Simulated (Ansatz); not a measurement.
CdI2 (CdI2 type)

```
CELL_PARAMETERS angstrom
      4.24233     0.00000     0.00000
     -2.12117     3.67397     0.00000
      0.00000     0.00000     6.82427
ATOMIC_POSITIONS crystal
  Cd 0.00000 0.00000 0.00000
  I  0.33333 0.66667 0.25349
  I  0.66667 0.33333 0.74651
```

The slice is a (0001) plane (indices of the conventional cell) through the point (0.333, 0.667, 0.254) (fractional), spanned by u = [110] and v = [1 -1 0] in vectors of this cell: u (4.24 Å) and v (7.35 Å, at 90° to u). It covers one period; positions are fractions (u, v).

All values below come from PBE-D3(BJ) (plane waves to 420 eV, PAW, scalar-relativistic; Ansatz, a program for electronic structure). k mesh 9×9×5. These are valence fields of a PAW run, semicore shells included where kept as valence: close to a nucleus they are smooth pseudo fields. CdI2 was relaxed with its symmetry unable to fall. Spin-orbit coupling is left out, though I is heavy.

Problem. Sketch the valence electron density on this plane as a map.

Solution. 
```
|998654321112345689|
|887544311011344578|
|665543210001234556|
|555432210001223455|
|444332100000123344|
|333221100000112233|
|222211000000011222|
|221111111111111112|
|111111122222111111|
|111122233333222111|
|111223344444332211|
|111233455555433211|
|112234556665543221|
|112345578887554321|
|112345689998654321|
|112345689998654321|
|112345689998654321|
|011344578887544311|
|001234556665543210|
|001223455555432210|
|000123344444332100|
|000112233333221100|
|000011222222211000|
|111111112221111111|
|222111111111111122|
|333222111111122233|
|444332211111223344|
|555433211111233455|
|665543221112234556|
|887554321112345578|
|998654321112345689|
|998654321112345689|
```
Scale: ten equal steps from -1.72 (start of '0') to 1.28 (end of '9'), in the order '0123456789'. Values: log₁₀ of the valence density in e/Å³. The map has 18 points along u (one character each, u = 0 at the left) and 32 along v (v = 0 in the bottom row). The scale is logarithmic, as a density can span decades between atoms and voids.
